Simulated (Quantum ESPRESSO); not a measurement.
# Planted mistakes on one cell of Si3O4NF

The results below are calculated, not measured. They come from pw.x of Quantum ESPRESSO 7.5, a plane-wave density functional program, with PseudoDojo standard norm-conserving files (v0.5 for PBE, v0.4.1 for LDA and PBEsol). The cells are made up: elements, strain and atom displacements were drawn at random, and nothing was relaxed. There is no spin polarisation, spin-orbit coupling or dispersion term.

The cell has 9 sites of a quartz lattice. Sites 1 to 3 hold Si Si Si; sites 4 to 9 hold O O N O O F. Cell vectors in Å: (5.040, 0.000, 0.000); (-2.520, 4.364, 0.000); (0.000, 0.000, 5.532). Settings: PBE, cutoff 1143 eV, 5 x 5 x 4 k mesh shifted by half a step, Fermi-Dirac smearing of 0.025 eV.

The intended run has a self-consistency threshold of 1e-07 eV, a smearing term of 0.000 eV, a pressure of -1.44 GPa and 12 iterations. Each further run changes one thing: all lengths scaled by 1.0192; atoms of sites 6 and 7 exchanged; cutoff 592 eV; files of PBEsol; k mesh 1 x 1 x 1; one electron added; smearing 0.37 eV; threshold 0.2 eV. A coarse mesh keeps the shift, and a charged cell sits in a uniform background.

| run | change of free energy (eV) | smearing term -TS (eV) | change of P (GPa) | largest change of a force component (eV/Å) | iterations |
| --- | --- | --- | --- | --- | --- |
| A | 0.070 | 0.000 | 0.50 | 0.293 | 4 |
| B | -0.099 | 0.000 | 0.25 | 0.897 | 12 |
| C | 9.702 | 0.000 | -47.95 | 0.218 | 11 |
| D | 8.895 | 0.000 | -2.85 | 0.144 | 12 |
| E | 0.249 | 0.000 | -7.91 | 0.548 | 12 |
| F | -0.016 | -0.085 | 0.24 | 0.085 | 11 |
| G | -0.170 | 0.000 | 0.79 | 2.919 | 11 |
| H | 7.866 | -0.004 | 22.62 | 1.515 | 12 |

A rerun of the intended cell at 1437 eV and k mesh 7 x 7 x 6 moved values by no more than 0.002 eV in the cell's energy, 0.02 GPa in stress and 0.002 eV/Å in force.

Question: which change belongs to which run?

## Worked reading

Run A has the fewest iterations, as a run stopped early does. Run F has the largest smearing term, as wide smearing gives. Run C has a higher energy and the largest fall in pressure, as too small a basis gives. Run E changes the volume by a factor of 1.0587; minus its pressure change over the logarithm of that factor, 139 GPa, is a rough bulk modulus with clamped atoms. Energies from files of another functional, or of a charged cell, have another zero and say nothing on stability; the pressure of a charged cell rests on the program's zero of potential too.

## Key

| run | change |
| --- | --- |
| A | threshold 0.2 eV |
| B | k mesh 1 x 1 x 1 |
| C | cutoff 592 eV |
| D | files of PBEsol |
| E | all lengths scaled by 1.0192 |
| F | smearing 0.37 eV |
| G | atoms of sites 6 and 7 exchanged |
| H | one electron added |